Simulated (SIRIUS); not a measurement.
Input and output of a self-consistent single point for Ge (Fd-3m, 8 atoms in the cell; from Materials Project mp-32, changed as shown) (SIRIUS).

All values come from this method and carry its errors: PBE, GBRV PBE ultrasoft pseudopotentials (plane waves; SIRIUS).

The change in words: lattice scaled by 0.98. Reference geometry (Fd-3m):
```
CELL_PARAMETERS angstrom
      5.67485     0.00000     0.00000
      0.00000     5.67485     0.00000
      0.00000     0.00000     5.67485
ATOMIC_POSITIONS crystal
  Ge 0.50000 0.00000 0.50000
  Ge 0.25000 0.25000 0.25000
  Ge 0.50000 0.50000 0.00000
  Ge 0.25000 0.75000 0.75000
  Ge 0.00000 0.00000 0.00000
  Ge 0.75000 0.25000 0.75000
  Ge 0.00000 0.50000 0.50000
  Ge 0.75000 0.75000 0.25000
```

Reference input (self-consistent single point, DFT, PBE, plane waves, GBRV PBE ultrasoft pseudopotentials): parameters.ngridk = 6 6 6; parameters.xc_functionals = [XC_GGA_X_PBE, XC_GGA_C_PBE]; parameters.gk_cutoff = 6.325 1/bohr; parameters.pw_cutoff = 14.143 1/bohr; parameters.smearing = fermi_dirac; parameters.smearing_width = 0.00367493 Ha; potentials = GBRV PBE ultrasoft pseudopotentials; parameters.electronic_structure_method = pseudopotential; parameters.num_bands = 67; parameters.num_mag_dims = 0; parameters.num_dft_iter = 100; parameters.energy_tol = 1e-07 Ha. This run's input differs from it in these lines:

```diff
@@ -32,7 +32,7 @@
     "lattice_vectors": [
-      [1.0000000278, 0.0, 0.0],
-      [0.0, 1.0000000278, 0.0],
-      [0.0, 0.0, 1.0000000278]
+      [1.000000005, 0.0, 0.0],
+      [0.0, 1.000000005, 0.0],
+      [0.0, 0.0, 1.000000005]
     ],
-    "lattice_vectors_scale": 10.723912,
+    "lattice_vectors_scale": 10.509434,
     "atom_coordinate_units": "A",
@@ -44,10 +44,10 @@
       "Ge": [
-        [2.837425, 0.0, 2.837425],
-        [1.4187125, 1.4187125, 1.4187125],
-        [2.837425, 2.837425, 0.0],
-        [1.4187125, 4.2561375, 4.2561375],
+        [2.7806765, 0.0, 2.7806765],
+        [1.39033825, 1.39033825, 1.39033825],
+        [2.7806765, 2.7806765, 0.0],
+        [1.39033825, 4.17101475, 4.17101475],
         [0.0, 0.0, 0.0],
-        [4.2561375, 1.4187125, 4.2561375],
-        [0.0, 2.837425, 2.837425],
-        [4.2561375, 4.2561375, 1.4187125]
+        [4.17101475, 1.39033825, 4.17101475],
+        [0.0, 2.7806765, 2.7806765],
+        [4.17101475, 4.17101475, 1.39033825]
       ]
```

Output (repeated stretches shortened):

```
[find] density tolerance         : 1e-06
[find] total energy tolerance    : 1e-07
[find] iter_solver_tol (initial) : 0.01
[find] iter_solver_tol (target)  : 1e-13
[find] num_dft_iter              : 100
Charges and magnetic moments
--------------------------------------------------------------------------------
total charge          : 112.000000
[find] | SCF iteration   0 out of 100|
[diagonalize] iterative solver tolerance (occupied, empty): 0.01 0.01
[diagonalize] average number of iterations: 2.4
[find] Charges and magnetic moments
[find] total charge          : 112.000000
[find] Energy
   [... lines left out ...]

[find] Charges and magnetic moments
[find] total charge          : 112.000000
[find] Energy
[find] smearing (-TS)                 :      -0.00025404
[find] Total energy                   :    -854.58726700 (Ha),   -1709.17453400 (Ry)
[find] Free energy (E-TS)             :    -854.58752104 (Ha),   -1709.17504208 (Ry)
[find] band gap (eV)                  :       0.34498369
[find] Efermi                         :       0.34249707
[find] iteration : 15, RMS (target) : 7.6863e-07 (1.0000e-06) , energy difference (target) : -3.2969e-11 (1.0000e-07)
[find] bands are converged : true
[find] iterative solver converged : false
[find] converged after 16 SCF iterations!
[find] Charges and magnetic moments
[find] total charge          : 112.000000
[find] Energy
[find] smearing (-TS)                 :      -0.00025404
[find] Total energy                   :    -854.58726700 (Ha),   -1709.17453400 (Ry)
[find] Free energy (E-TS)             :    -854.58752104 (Ha),   -1709.17504208 (Ry)
[find] band gap (eV)                  :       0.34498369
[find] Efermi                         :       0.34249707
[ground_state] === stress tensor components [kbar] ===
[ground_state] === stress_total ===
[ground_state]   -79.710881    0.000000   -0.000000
[ground_state]     0.000000  -79.710881   -0.000000
[ground_state]    -0.000000   -0.000000  -79.710881
[ground_state] ==== total Forces in Ha/bohr =====
[ground_state] atom:    0, force:       0.0000000      0.0000000     -0.0000000
   [... zero for the other atoms too ...]
```

The run converged in 16 iterations. SIRIUS prints the stress tensor with tension positive. Against the reference run the free energy rises by 44.6 meV/atom, the pressure goes from 2.95 to 7.97 GPa and a clean gap of 0.34 eV is found, where there was none.

The structure comes from a collection of computed structures, made at another level of theory; the collection holds predicted forms beside known ones.

Cost on one core: around 100 core-seconds (rough).

The gap that the log prints is read on the run's mesh, which can miss the band edges or a crossing.
